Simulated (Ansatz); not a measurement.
# CaAu₅: enthalpy against pressure

CaAu₅, F-43m, a = 7.720 Å. The structure is a COD entry; whether it is the stable form wasn't checked. Ansatz: PBEsol, PAW, 420 eV, Γ-centred 8×8×8 mesh on 6 atoms, Gaussian smearing 0.10 eV; no spin polarisation. Cell and atoms are relaxed at each pressure, and no other structure is tried, so the rows at high pressure may lie past a change of phase. y is the enthalpy over the state at zero pressure; there V0 = 19.172 Å³/atom. The pressures are the targets, met within 0.05 GPa.

| P (GPa) | y (eV/atom) |
| --- | --- |
| -1.0 | -0.1201 |
| 0.0 | 0.0000 |
| 1.0 | 0.1191 |
| 4.0 | 0.4712 |
| 12.0 | ? |
| 25.0 | 2.7701 |
| 50.0 | 5.2601 |
| 90.0 | 8.9122 |

Problem. Fit y = c1 P + c2 P² + c3 P³ to the other rows, say what c1 and c2 mean, and predict the missing value.

Solution. Least squares on the rows shown. y = 0.11800 P − 0.00031296 P² + 1.1352×10⁻⁶ P³. Since dH/dP = V, c1 is V0: 0.11800 eV/GPa × 160.2 = 18.904 Å³ against 19.172; c2 = −V0/(2B0) gives B0 = 189 GPa, where a Birch–Murnaghan fit to the volumes of the same runs (not shown) gives 123 GPa: a cubic over this range folds the higher terms into c2. At P = 12.0 the fit asked for gives 1.3729 eV/atom. The run gave 1.3770 eV/atom, so the fit is 0.0041 eV/atom too low, within twice the rms miss on the fitted rows (0.0021 eV/atom).

The mesh isn't the same in all rows (8×8×8, 10×10×10). Spin–orbit coupling is left out, which can shift energies with elements as heavy as these.